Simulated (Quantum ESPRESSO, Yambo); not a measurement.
**Levels of theory for the gap of RbCdF3**

RbCdF3 (cubic perovskite, space group Pm-3m, No. 221): one geometry, one set of PBEsol (pw.x of Quantum ESPRESSO, ONCV potentials, with spin-orbit coupling) orbitals, self-energies from Yambo (2×2×2 Γ-centred k mesh, bands 9 to 264 and a 7 Ry block in the screening, 264 bands in G with the Bruneval-Gonze terminator, plasmon pole fitted at 27.2 eV).

The geometry is that of Materials Project entry mp-6951, symmetrised and not relaxed again.

```tsv
level	gap R → Γ (eV)	direct gap at Γ (eV)	rough Yambo cost
PBEsol (Quantum ESPRESSO)	3.07	4.58	–
exchange only (Hartree-Fock self-energy on PBEsol orbitals)	14.56	17.05	about 1/10 (11 states)
static COHSEX@PBEsol	6.85	8.90	within a factor of two (3 states)
G0W0@PBEsol, plasmon pole	6.21	7.93	1 (11 states)
```

Bare exchange has no screening and gives the widest gap; static COHSEX screens it but leaves out the frequency dependence, which G0W0 restores.

Costs are rough ratios of core time on shared machines.

Nearest settings tried, and what they do to the gap: 178 bands in W, 178 bands in G: +173 meV; 6 Ry block (171 vectors against 203): +8 meV. Not varied: mesh. So the settings aren't converged at that level. The k mesh is coarse.

The cell is held in this high symmetry; tilts and polar distortions were not searched.

The structure is a Materials Project entry; no match was found in the copy of COD used, and its stability was not checked.
